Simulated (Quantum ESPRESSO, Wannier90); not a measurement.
**Wannier functions of GeSe (Pnma)**

```
CELL_PARAMETERS angstrom
     11.25603     0.00000     0.00000
      0.00000     3.78719     0.00000
      0.00000     0.00000     4.66436
ATOMIC_POSITIONS crystal
  Ge 0.12910 0.25000 0.11900
  Ge 0.87090 0.75000 0.88100
  Ge 0.37090 0.75000 0.61900
  Ge 0.62910 0.25000 0.38100
  Se 0.84928 0.25000 0.51547
  Se 0.15072 0.75000 0.48453
  Se 0.65072 0.75000 0.01547
  Se 0.34928 0.25000 0.98453
```

Structure: Materials Project mp-700, symmetrised, not relaxed again. COD (Crystallography Open Database) has an entry of this formula and space group (matched by these alone). Level: LDA, no spin polarisation, no spin-orbit coupling; pw.x of Quantum ESPRESSO at 69 Ry with PseudoDojo potentials, 4×4×4 k-points, Wannier90. Density: 4×8×8 mesh, Gaussian smearing 0.01 Ry. The cell is built of weakly bound layers, chains or molecules, whose nearest atoms lie 3.64 Å apart. Database cells relaxed without dispersion often hold them too far apart, which can enlarge gaps and weakens couplings between them; spacing and stacking were not compared with the measured crystal. Spin-orbit coupling, left out, would split the p-like bands by a few tenths of an eV.

Valence charges of the files: Ge 14, Se 16. 88 bands were computed.

Isolated groups of bands, relative to the valence-band maximum (bands from 61 on overlap up to the last one computed):

| bands | from (eV) | to (eV) | filling | weight on atomic waves |
|---|---|---|---|---|
| 1–20 | -47.83 | -47.74 | filled | Se 3d 100 % |
| 21–40 | -24.65 | -24.58 | filled | Ge 3d 100 % |
| 41–44 | -14.41 | -12.59 | filled | Se 4s 76 %, Ge 4p 14 %, Ge 4s 8 % |
| 45–48 | -8.70 | -5.63 | filled | Ge 4s 61 %, Se 4p 26 %, Se 4s 9 % |
| 49–60 | -5.11 | 0.00 | filled | Se 4p 62 %, Ge 4p 29 %, Ge 4s 7 % |

Wanted is a model with the orbitals Ge s p, Se s p, without the filled groups that are mainly made of other shells (semicore states, and anion s where it isn't named); all higher bands stay in for disentanglement.

**Question.** Give num_wann, exclude_bands and num_bands, and the number of electrons that the model holds.

**Answer.** Electrons: 4×14 + 4×16 = 120, which fill 60 bands.
num_wann = 4×4 + 4×4 = 32.
exclude_bands = 1-40, 40 bands, so num_bands = 88 − 40 = 48.
The model holds 120 − 2×40 = 40 electrons. With the window frozen to 2.30 eV it follows pw.x to 18 meV rms (states up to 1.8 eV relative to the valence-band maximum).
